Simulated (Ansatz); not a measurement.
SiO₂ (P4_2/mnm), a vibration from a frozen displacement

The calculation used DFT r2SCAN, scalar-relativistic, plane waves, PAW (Ansatz 0.2.0). The runs took a 500 eV cutoff, a Γ-centred 6×6×8 mesh and Gaussian smearing (0.05 eV). No spin polarisation. Energies are free energies at this smearing, counted from the undisturbed cell; pressure is positive in compression.

Zero of the scan (relaxed at this level; this rutile-type form isn't the usual structure):

```
Si O
1.0
     4.18541    0.00000    0.00000
     0.00000    4.18541    0.00000
     0.00000    0.00000    2.66874
Si O
2 4
Direct
  0.50000 0.50000 0.50000
  0.00000 0.00000 0.00000
  0.69389 0.69389 0.00000
  0.19389 0.80611 0.50000
  0.30611 0.30611 0.00000
  0.80611 0.19389 0.50000
```

Every Si atom is moved by x along the Cartesian unit vector (0.000, 0.000, -1.000); the cell and all other atoms stay fixed. The cell's volume is 46.75 Å³; the moved atoms weigh 56.170 u together and the others 63.996 u. Some rows repeat others by symmetry and weren't run.

| x (Å) | ΔE (meV/cell) | total force on the moved atoms along the move (eV/Å) | pressure (GPa) |
| --- | --- | --- | --- |
| -0.2000 | 966.18 | 9.8966 | 11.1971 |
| -0.1750 | 735.53 | 8.5630 | 8.5425 |
| -0.1500 | 537.71 | 7.2682 | 6.2551 |
| -0.1250 | 371.84 | 6.0064 | 4.3295 |
| -0.1000 | 237.16 | 4.7722 | 2.7611 |
| -0.0750 | 133.04 | 3.5600 | 1.5458 |
| -0.0500 | 59.02 | 2.3642 | 0.6802 |
| -0.0250 | 14.74 | 1.1794 | 0.1618 |
| 0.0000 | 0.00 | 0.0000 | -0.0108 |
| 0.0250 | 14.74 | -1.1794 | 0.1618 |
| 0.0500 | 59.02 | -2.3642 | 0.6802 |
| 0.0750 | 133.04 | -3.5600 | 1.5458 |
| 0.1000 | 237.16 | -4.7722 | 2.7611 |
| 0.1250 | 371.84 | -6.0064 | 4.3295 |
| 0.1500 | 537.71 | -7.2682 | 6.2551 |
| 0.1750 | 735.53 | -8.5630 | 8.5425 |
| 0.2000 | 966.18 | -9.8966 | 11.1971 |

Question: What frequency belongs to this motion?

Answer: The force constant is k = −dF/dx = 47.176 eV/Å², from the parabola through x = -0.0250, 0 and 0.0250. In every cell the moved atoms swing against the rest, so the mass is μ = m₁m₂/(m₁ + m₂) = 29.914 u, and ν̃ = 521.5 cm⁻¹ × √(|k|/μ) = 655 cm⁻¹. To first order in x, and within 1 %, the force on every atom lies along the move and, within each of the two groups, in proportion to the atom's mass, so this is itself a mode at the zone centre of this cell, taken without macroscopic field (the transverse frequency in a polar insulator).

Question: How far does the harmonic law reach?

Answer: At x = -0.200 Å, kx²/2 = 943.52 meV against the computed 966.18 meV (+2.4 %): the well is still close to harmonic there.

Question: The pressure changes with x². What does that say about the frequency under compression?

Answer: With E = k(V)x²/2, k ∝ V^(−2γ) and x scaling with the cell as V^(1/3), P − P0 = −∂E/∂V = (2γ − 2/3) ΔE/V. At x = 0.0500 Å, V(P − P0) = 46.75 × 0.69094 / 160.2 eV = 201.61 meV and ΔE = 59.02 meV, so γ = 1/3 + V(P − P0)/(2ΔE) = 2.04. This is the Grüneisen parameter of the motion under uniform scaling of the cell: shrinking the cell evenly by 1 % in volume raises the frequency by about 2.04 %.